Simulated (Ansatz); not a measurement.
# What DFT gives for AlCr3Ga4

```
CELL_PARAMETERS angstrom
3.44565 0.00000 0.00000
0.00000 9.26162 0.00000
0.00000 0.00000 3.42252
ATOMIC_POSITIONS crystal
Cr 0.00000 0.31200 0.00000
Cr 0.00000 0.68800 0.00000
Al 0.50000 0.50000 0.50000
Ga 0.50000 0.21200 0.50000
Ga 0.50000 0.78800 0.50000
Ga 0.00000 0.10600 0.50000
Ga 0.00000 0.89400 0.50000
Cr 0.50000 0.00000 0.00000
```

The numbers come from plane-wave PAW DFT (Ansatz): PBE, no spin polarisation, 420 eV, 10×4×10 Γ-centred k points, fermi-dirac occupations (width 0.1 eV). Nothing was relaxed.

Contacts: Ga–Ga at 1.96 Å: least valence density 0.81 e/Å³ and ELF 0.41 there. Cr–Ga at 2.56 Å: least valence density 0.35 e/Å³ and ELF 0.35 there. These are pseudo-fields; inside the PAW spheres they differ from the all-electron ones.
Formation energy: 1.26 eV an atom against the elements' usual phases (free molecules for gases, crystals otherwise, with no correction for O₂ or N₂), so at this geometry it isn't bound against them. Relaxing would lower it.
At the Fermi level: It is a metal, with about 8.6 states/eV a cell as the mean within 0.25 eV of the Fermi level, mostly Cr d (92 %).
Forces: The largest is on Ga4 (and as large on other atoms): 8.34 eV/Å, components (0.00, 8.34, 0.00). It makes 120° with the line to a nearest neighbour, Ga6 at 1.98 Å.
Stress: The pressure is 31.4 GPa (compression positive), so with the atoms held at these fractions the cell would first expand; the forces are large, so a full relaxation may end otherwise. The principal stresses -6.2, 39.9, 60.6 GPa differ, so its shape would change too.
Charges: Bader charges in e: Al +0.61, Cr +0.32 to +0.61, Ga -0.59 to -0.33. In the mean Al gives up most and Ga takes most.

Origin: a known structure type with other elements, at an estimated volume, so it need not be a known compound. Caveats: no spin polarisation, so a magnetic state may lie lower; atoms or cell far from equilibrium.
